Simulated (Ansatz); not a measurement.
AlBN₂ in space group P3m1 (No. 156; B on 1b, N on 1b, Al on 1c, N on 1c) at seven volumes, PBEsol (plane waves, PAW; program Ansatz), shape and atoms relaxed at each. One row is withheld.

```csv
V (Å³/atom),P (GPa)
7.464,28.18
7.710,17.38
7.956,8.06
8.202,-0.01
8.448,-6.97
8.694,?
8.941,-18.20
```

Question: Fit the shown pressures and predict the withheld one.

Answer: Third-order Birch–Murnaghan: P = (3/2)B₀(x^(7/2) − x^(5/2))[1 + (3/4)(B′ − 4)(x − 1)] with x = (V₀/V)^(2/3). Least squares on the six rows gives V₀ = 8.202 Å³/atom, B₀ = 249.3 GPa, B′ = 3.86. At V = 8.694, x = 0.9619 and P = -12.98 GPa. The run itself gave -13.00 GPa.

The start of the workflow was typed in or built on a structure type; neither database checked (COD, Materials Project) lists it. Its standing as an ambient phase is unchecked. The PBEsol relaxation kept the symmetry of its start; its stability against distortions is not shown here.

Potentials: the earlier of the program's two PAW sets. The files were generated under PBE; for other functionals the program regenerates the frozen cores, and for LDA and PBEsol the local potential too.
